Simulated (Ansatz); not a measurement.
Ge:
```
Ge
1.0
    3.95866     0.00000     0.00000
   -1.97933     3.42830     0.00000
    0.00000     0.00000     6.53178
Ge
4
Direct
  0.66667   0.33333   0.06287
  0.33333   0.66667   0.93713
  0.33333   0.66667   0.56287
  0.66667   0.33333   0.43713
```

This is the LDA-relaxed structure. Cartesian axes are those of the cell as given.

Task: All from plane-wave PAW LDA (Ansatz code), unless another level is named. Give the Hill bulk and shear moduli.

Result: 72.2 and 49.5 GPa.

Task: And the elastic constants (relaxed ions, GPa)?

Result: C11 = 145, C12 = 41.8, C13 = 27.4, C33 = 168, C44 = 40.4.

Task: Give the highest zone-centre frequency.

Result: 8.72 THz.

Space group P6_3/mmc. The first step of the workflow began from a Materials Project structure, measured or hypothetical; the Crystallography Open Database copy checked does not list it. It is not the phase usual at ambient conditions (space group No. 227). The LDA relaxation kept the symmetry of its start; whether a distortion lowers the energy is not shown. As this level gives no gap, shear constants depend on the k-mesh and smearing (Fermi–Dirac, 0.1 eV here). As this level gives no gap, phonon frequencies hold no LO–TO term and depend on the k-mesh and smearing (Fermi–Dirac, 0.1 eV here).

Potentials: the earlier of the program's two PAW sets. The files were generated under PBE; for other functionals the program regenerates the frozen cores, and for LDA and PBEsol the local potential too.
